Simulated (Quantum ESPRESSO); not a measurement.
# Mg5AlZnS7Cl: input and log of a self-consistent run

Computed values, not a measurement. The program is pw.x of Quantum ESPRESSO 7.5 (plane-wave density functional theory). The cell is made up: 15 atoms on a doubled zincblende/diamond lattice with one site empty, with randomly drawn elements, strain and displacements, not relaxed. PseudoDojo standard norm-conserving files (v0.5 for PBE, v0.4.1 for LDA and PBEsol) set the functional; there is no spin polarisation, spin-orbit coupling or dispersion term, and the masses in the input are unused placeholders.

Input:

```
&control calculation='scf', pseudo_dir='./dojo.nc.sr.pbe.v0_5.standard.upf', outdir='./o', disk_io='low', tprnfor=.true., tstress=.true. /
&system ibrav=0, nat=15, ntyp=5, nbnd=67, ecutwfc=84.00895049, nosym=.true., tot_charge=0,
 occupations='smearing', smearing='fd', degauss=0.0018374661
/
&electrons conv_thr=7.350e-09, electron_maxstep=60, /
ATOMIC_SPECIES
Al 1.0 Al.upf
Cl 1.0 Cl.upf
Mg 1.0 Mg.upf
S 1.0 S.upf
Zn 1.0 Zn.upf
CELL_PARAMETERS angstrom
5.639 0.0 0.0
0.0 5.639 0.0
0.0 0.0 11.278
ATOMIC_POSITIONS angstrom
Mg -0.0332 0.0152 -0.0018
Al 2.822 -0.0403 2.7866
Zn 2.8235 2.8356 -0.0252
Mg 0.0309 -0.0313 5.6286
Mg 0.0365 2.8332 8.4332
Mg 2.8762 -0.0722 8.4254
Mg 2.876 2.9329 5.6302
S 1.3973 1.3666 1.4362
Cl 1.3785 4.2193 4.1896
S 4.1732 1.3259 4.194
S 4.2812 4.1986 1.4398
S 1.4045 1.4376 7.0752
S 1.3381 4.2547 9.8547
S 4.2485 1.4069 9.8407
S 4.2425 4.1502 7.0078
K_POINTS automatic
4 4 2 1 1 1
```

The log is shortened where brackets say so; the opening notice, blank lines, dates and the lines on written files are dropped, and the path of the files is cut. It prints rydbergs, bohrs and kilobars, and counts compression as positive stress. With no partly filled state, the Fermi energy that it prints is only some level between the filled and the empty states on the mesh, and need not lie in the true gap.

```
     Program PWSCF v.7.5
     Parallel version (MPI & OpenMP), running on       4 processor cores
     Number of MPI processes:                 4
     Threads/MPI process:                     1
     [start-up lines left out]
     bravais-lattice index     =            0
     lattice parameter (alat)  =      10.6562  a.u.
     unit-cell volume          =    2420.0976 (a.u.)^3
     number of atoms/cell      =           15
     number of atomic types    =            5
     number of electrons       =       122.00
     number of Kohn-Sham states=           67
     kinetic-energy cutoff     =      84.0090  Ry
     charge density cutoff     =     336.0358  Ry
     scf convergence threshold =      7.3E-09
     mixing beta               =       0.7000
     number of iterations used =            8  plain     mixing
     Exchange-correlation= PBE
                           (   1   4   3   4   0   0   0)
     [axes and pseudopotential details left out]
   Cartesian axes
     site n.     atom                  positions (alat units)
         1        Mg     tau(   1) = (  -0.0058876   0.0026955  -0.0003192  )
         2        Al     tau(   2) = (   0.5004433  -0.0071467   0.4941656  )
         3        Zn     tau(   3) = (   0.5007093   0.5028551  -0.0044689  )
         4        Mg     tau(   4) = (   0.0054797  -0.0055506   0.9981557  )
         5        Mg     tau(   5) = (   0.0064728   0.5024295   1.4955134  )
         6        Mg     tau(   6) = (   0.5100550  -0.0128037   1.4941302  )
         7        Mg     tau(   7) = (   0.5100195   0.5201099   0.9984394  )
         8        S      tau(   8) = (   0.2477922   0.2423479   0.2546905  )
         9        Cl     tau(   9) = (   0.2444582   0.7482355   0.7429686  )
        10        S      tau(  10) = (   0.7400603   0.2351303   0.7437489  )
        11        S      tau(  11) = (   0.7592126   0.7445646   0.2553290  )
        12        S      tau(  12) = (   0.2490690   0.2549388   1.2546905  )
        13        S      tau(  13) = (   0.2372938   0.7545132   1.7475971  )
        14        S      tau(  14) = (   0.7534137   0.2494946   1.7451144  )
        15        S      tau(  15) = (   0.7523497   0.7359816   1.2427381  )
     number of k points=    16  Fermi-Dirac smearing, width (Ry)=  0.0018
                       cart. coord. in units 2pi/alat
        k(    1) = (   0.1250000   0.1250000   0.1250000), wk =   0.1250000
        k(    2) = (   0.1250000   0.1250000  -0.1250000), wk =   0.1250000
     [further k points left out]
     Dense  grid:   251869 G-vectors     FFT dimensions: (  64,  64, 125)
     Estimated max dynamical RAM per process >     574.21 MB
     Estimated total dynamical RAM >       2.06 GB
     Initial potential from superposition of free atoms
     starting charge     121.9932, renormalised to     122.0000
     Starting wfcs are   71 randomized atomic wfcs
     total cpu time spent up to now is        5.3 secs
     per-process dynamical memory:   383.2 Mb
     Self-consistent Calculation
     iteration #  1     ecut=    84.01 Ry     beta= 0.70
     Davidson diagonalization with overlap
     ethr =  1.00E-02,  avg # of iterations =  5.4
     Threshold (ethr) on eigenvalues was too large:
     Diagonalizing with lowered threshold
     Davidson diagonalization with overlap
     ethr =  9.02E-04,  avg # of iterations =  1.4
     total cpu time spent up to now is       28.1 secs
     total energy              =   -1204.46888034 Ry
     estimated scf accuracy    <       1.05965740 Ry
     iteration #  2     ecut=    84.01 Ry     beta= 0.70
     Davidson diagonalization with overlap
     ethr =  8.69E-04,  avg # of iterations =  6.0
     total cpu time spent up to now is       42.8 secs
     total energy              =   -1204.73475443 Ry
     estimated scf accuracy    <       0.50334566 Ry
     iteration #  3     ecut=    84.01 Ry     beta= 0.70
     Davidson diagonalization with overlap
     ethr =  4.13E-04,  avg # of iterations =  3.4
     total cpu time spent up to now is       56.0 secs
     total energy              =   -1204.83954563 Ry
     estimated scf accuracy    <       0.03033229 Ry
     iteration #  4     ecut=    84.01 Ry     beta= 0.70
     Davidson diagonalization with overlap
     ethr =  2.49E-05,  avg # of iterations =  8.1
     total cpu time spent up to now is       70.7 secs
     total energy              =   -1204.84679402 Ry
     estimated scf accuracy    <       0.00799163 Ry
     iteration #  5     ecut=    84.01 Ry     beta= 0.70
     Davidson diagonalization with overlap
     ethr =  6.55E-06,  avg # of iterations =  7.9
     total cpu time spent up to now is       85.4 secs
     total energy              =   -1204.84847593 Ry
     estimated scf accuracy    <       0.00185808 Ry
     iteration #  6     ecut=    84.01 Ry     beta= 0.70
     Davidson diagonalization with overlap
     ethr =  1.52E-06,  avg # of iterations =  6.0
     total cpu time spent up to now is       98.9 secs
     total energy              =   -1204.84883115 Ry
     estimated scf accuracy    <       0.00007925 Ry
     iteration #  7     ecut=    84.01 Ry     beta= 0.70
     Davidson diagonalization with overlap
     ethr =  6.50E-08,  avg # of iterations =  3.2
     total cpu time spent up to now is      110.7 secs
     total energy              =   -1204.84885225 Ry
     estimated scf accuracy    <       0.00001990 Ry
     iteration #  8     ecut=    84.01 Ry     beta= 0.70
     Davidson diagonalization with overlap
     ethr =  1.63E-08,  avg # of iterations =  2.0
     total cpu time spent up to now is      121.7 secs
     total energy              =   -1204.84885671 Ry
     estimated scf accuracy    <       0.00000157 Ry
     iteration #  9     ecut=    84.01 Ry     beta= 0.70
     Davidson diagonalization with overlap
     ethr =  1.28E-09,  avg # of iterations =  3.3
     total cpu time spent up to now is      134.2 secs
     total energy              =   -1204.84885722 Ry
     estimated scf accuracy    <       0.00000025 Ry
     iteration # 10     ecut=    84.01 Ry     beta= 0.70
     Davidson diagonalization with overlap
     ethr =  2.02E-10,  avg # of iterations =  2.0
     total cpu time spent up to now is      145.8 secs
     total energy              =   -1204.84885727 Ry
     estimated scf accuracy    <       0.00000005 Ry
     iteration # 11     ecut=    84.01 Ry     beta= 0.70
     Davidson diagonalization with overlap
     ethr =  3.75E-11,  avg # of iterations =  2.1
     total cpu time spent up to now is      157.6 secs
     End of self-consistent calculation
          k = 0.1250 0.1250 0.1250 ( 31495 PWs)   bands (ev):
  -120.8816 -75.0438 -75.0320 -75.0246 -71.7864 -71.7587 -71.2361 -70.9358
   -70.5164 -38.5855 -38.5587 -38.5472 -38.5285 -38.5271 -38.5024 -38.0175
   -38.0040 -37.9978 -37.7295 -37.7179 -37.7046 -37.3065 -37.2913 -37.2828
   -12.7881  -8.6248  -8.0288  -7.8767  -7.6214  -7.5002  -7.2381  -6.9578
    -2.1910  -1.8841  -1.8765  -1.8533  -1.8269  -1.8052  -1.5600  -0.8430
    -0.1631  -0.0134   0.1658   0.3395   0.5237   1.0585   1.2604   1.3895
     1.5402   1.6501   1.7173   1.8399   1.8881   2.0061   2.1457   2.2827
     2.5724   2.6456   2.9484   3.2641   3.6860   6.0947   6.8588   7.1321
     7.2641   7.3452   7.6494
     [levels at the other k points left out]
     the Fermi energy is     4.7211 ev
!    total energy              =   -1204.84885728 Ry
     estimated scf accuracy    <          3.1E-09 Ry
     smearing contrib. (-TS)   =       0.00000000 Ry
     internal energy E=F+TS    =   -1204.84885728 Ry
     The total energy is F=E-TS. E is the sum of the following terms:
     one-electron contribution =   -1036.19566060 Ry
     hartree contribution      =     524.38588172 Ry
     xc contribution           =    -179.56009174 Ry
     ewald contribution        =    -513.47898667 Ry
     convergence has been achieved in  11 iterations
     Forces acting on atoms (cartesian axes, Ry/au):
     atom    1 type  3   force =     0.00086076    0.00388241    0.01850673
     atom    2 type  1   force =     0.03548365    0.04128572   -0.06147031
     atom    3 type  5   force =     0.00064101   -0.00459962    0.01838633
     atom    4 type  3   force =    -0.02296858    0.03059337    0.00507793
     atom    5 type  3   force =    -0.00916742   -0.01227456    0.02207077
     atom    6 type  3   force =    -0.01049202    0.01603142    0.01842885
     atom    7 type  3   force =    -0.01081310   -0.06126674   -0.01784746
     atom    8 type  4   force =     0.04189057   -0.01272380    0.02649683
     atom    9 type  2   force =     0.01163267    0.00161046   -0.01797337
     atom   10 type  4   force =    -0.02743464   -0.02547355   -0.01024081
     atom   11 type  4   force =    -0.05614563    0.00598238    0.02684602
     atom   12 type  4   force =     0.01410618   -0.01057307   -0.02904560
     atom   13 type  4   force =     0.02933001   -0.01446246    0.00084626
     atom   14 type  4   force =    -0.01710644    0.01622404   -0.00299160
     atom   15 type  4   force =     0.02018296    0.02576401    0.00290944
     Total force =     0.164107     Total SCF correction =     0.000176
     Computing stress (Cartesian axis) and pressure
          total   stress  (Ry/bohr**3)                   (kbar)     P=      -15.93
  -0.00009014   0.00000322  -0.00000700          -13.26        0.47       -1.03
   0.00000322  -0.00010476   0.00001084            0.47      -15.41        1.59
  -0.00000700   0.00001084  -0.00012996           -1.03        1.59      -19.12
     init_run     :      4.86s CPU      5.11s WALL (       1 calls)
     electrons    :    150.21s CPU    152.40s WALL (       1 calls)
     forces       :      2.21s CPU      2.26s WALL (       1 calls)
     stress       :      6.64s CPU      6.82s WALL (       1 calls)
     [timing details left out]
     PWSCF        :   2m44.12s CPU   2m46.91s WALL
     JOB DONE.
```

In other units: free energy -16392.804 eV for the cell, pressure -1.59 GPa, largest force component 1.580 eV/Å. A rerun of this cell at a cutoff of 1437 eV and k mesh 6 x 6 x 4 moved values by no more than 0.004 eV in energy, 0.02 GPa in stress and 0.005 eV/Å in force.